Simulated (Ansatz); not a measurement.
GaAs in space group P6_222 (No. 180; Ga on 3d, As on 3c), PBEsol (plane waves, PAW; program Ansatz), all energies at zero smearing, with the estimated change up to a 700 eV cutoff added, with one set of potentials and settings (totals compare only within such a set). Cell of 6 atoms (3 Ga, 3 As): -25669.633 eV.

```
element            reference phase  E (eV/atom)
-------  -------------------------  -----------
Ga       Cmce, 4 atoms in the cell   -3743.2073
As       R-3m, 2 atoms in the cell   -4813.0298
```

Formation energy per atom, worked out: (-25669.633 − 3×(-3743.2073) − 3×(-4813.0298))/6 = -0.154 eV/atom (-15 kJ per mol of atoms), at 0 K, without zero-point energy or fitted corrections.

The start of the workflow was typed in or built on a structure type; neither database checked (COD, Materials Project) lists it. It is not the phase usual at ambient conditions (space group No. 216). Symmetry was held in the PBEsol relaxation; its stability against distortions is not shown here. The references are the lowest solids computed at this level, not always the standard phases.

Potentials: the earlier of the program's two PAW sets. The files were generated under PBE; for other functionals the program regenerates the frozen cores, and for LDA and PBEsol the local potential too.
